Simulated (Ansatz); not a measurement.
**Si, one cell by several methods**

```xyz
2
Lattice="-2.1835 2.2974 1.2750 2.1835 -2.2974 1.2750 2.1835 2.2974 -1.2750" Properties=species:S:1:pos:R:3 pbc="T T T"
Si    0.0000    1.1487    1.4204
Si    2.1835    1.1487   -0.1453
```

Atoms are numbered in the order listed.

The cell comes from COD entry 9011656, which wasn't checked; take it as a given geometry. The listed cell was then made from it by scaling, straining or moving an atom.

All numbers are computed: DFT, LDA, PAW with Ansatz's default frozen-core files, scalar-relativistic (Ansatz 0.2.0); DFT, LDA, all-electron LAPW, scalar-relativistic (Ansatz 0.2.0).

For PAW: a Γ-centred 16×16×16 k mesh, Fermi–Dirac smearing of 0.05 eV, cutoff 420 eV, no spin polarisation; the PAW files were made with PBE, and the program remakes their frozen cores for this functional. LAPW targets a basis error of 0.5 meV/atom. The Ansatz runs share mesh, smearing and spin set-up. Plane-wave (PAW) pressures include the program's estimate of the Pulay term.

Stress and pressure are positive in compression.

The change that made this cell: equal xx and yy strain of -3 %.

PAW results:

| quantity | PAW |
| --- | --- |
| pressure (GPa) | 22.62 |
| stress xx (GPa) | 21.22 |
| stress yy (GPa) | 29.20 |
| stress zz (GPa) | 17.46 |
| force on Si1, z (eV/Å) | -0.038 |

**Question.** What does full-potential LAPW give for the same quantities?

**Answer.** 
| quantity | LAPW |
| --- | --- |
| pressure (GPa) | 22.55 |
| stress xx (GPa) | 21.15 |
| stress yy (GPa) | 29.09 |
| stress zz (GPa) | 17.42 |
| force on Si1, z (eV/Å) | -0.036 |
